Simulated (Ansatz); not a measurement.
**Elastic constants of RbZnCl$_{3}$ at 4.2 GPa (stress–strain coefficients): input and output**

Level of theory: DFT LDA, scalar-relativistic, plane waves, PAW (Ansatz 0.2.0).

Launched with:
```bash
ansatz run input.yaml --threads 1 --pin off --max-ram 1228MiB --backend cpu --events-out ev --progress --plain --runs-dir out
```

Input (bare energies are in eV):
```yaml
crystal:
  lattice:
    - [4.6988, 0.0, 0.0]
    - [0.0, 4.6988, 0.0]
    - [0.0, 0.0, 4.6988]
  atoms:
    - { symbol: Rb, position: [0.0, 0.0, 0.0] }
    - { symbol: Zn, position: [0.5, 0.5, 0.5] }
    - { symbol: Cl, position: [0.5, 0.5, 0.0] }
    - { symbol: Cl, position: [0.5, 0.0, 0.5] }
    - { symbol: Cl, position: [0.0, 0.5, 0.5] }
basis:
  ecutwfc: 420
kpoints:
  mp_grid: { grid: [6, 6, 6] }
hamiltonian:
  xc: lda
scf:
  occupations: { method: fixed }
output:
  forces: true
  stress: true
  eigenvalues: true
elastic:
  mode: relaxed_ion
  stencil: two_point
```

From the output:
```
--- Elastic constants: 2 strain directions × 2 members + reference (group order 48) ---
  dense FFT box of the reference and of every strained cell: 32×32×32
  strains applied: 11, 23; error gains: componentwise 1.00 (the most a stress slope's error grows in a printed constant), spectral 1.73 (1 for all six strains in a standard setting)
  C = ∂σ_k/∂η_j (tension-positive GPa; Voigt order 11 22 33 23 13 12):
       113.507     46.016     46.016     -0.000     -0.000     -0.000
        46.016    113.507     46.016     -0.000     -0.000     -0.000
        46.016     46.016    113.507     -0.000     -0.000     -0.000
        -0.000      0.000     -0.000     28.969     -0.000     -0.000
        -0.000     -0.000      0.000      0.000     28.969      0.000
        -0.000      0.000     -0.000      0.000      0.000     28.969
  reference stress σ⁰ (GPa):     -4.218     -4.218     -4.218     -0.000      0.000     -0.000
  C* (energy form; C + prestress term) asymmetry max|C*_kj − C*_jk| = 1.421e-14 GPa — a small one proves nothing (zero by symmetry where the batch's group is 432, −43m or m−3m); a large one is finite-difference/SCF noise where every solve ...
  moduli (Voigt/Reuss/Hill, GPa): K = 68.51/68.51/68.51   G = 30.88/30.71/30.79   E = 80.34   ν = 0.305
  mechanically stable: yes (min eigenvalue of sym C = 28.97 GPa)
  strain η (Voigt 11):  stress-route row diagonal C_11 = 113.51 GPa, energy-path curvature d²(F+E_count+ΔE)/dδ²/Ω₀ = 113.49 GPa
         δ    σ_11 (GPa) F (eV) n_scf n_hpsi n_pw
    -2.000e-3      -4.4472       -9556.4282625      10   23504   2048   relax 0 steps, max|allowed force component| 1.63e-29 eV/Å
     2.000e-3      -3.9932       -9556.4391943       7   16115   2054   relax 0 steps, max|allowed force component| 2.83e-28 eV/Å
  strain η (Voigt 23):  stress-route row diagonal C_44 = 28.97 GPa, energy-path curvature d²(F+E_count+ΔE)/dδ²/Ω₀ = 31.21 GPa
         δ    σ_23 (GPa) F (eV) n_scf n_hpsi n_pw
    -2.000e-3      -0.0579       -9556.4338327       8   24043   2048   relax 0 steps, max|allowed force component| 1.58e-30 eV/Å
     2.000e-3       0.0579       -9556.4338327       5   19216   2048   relax 0 steps, max|allowed force component| 2.02e-29 eV/Å
```

The cell is the ideal cubic perovskite prototype; whether it is the stable structure of this composition wasn't checked.

Symmetry holds off the tilts and polar distortions that many cubic perovskites undergo.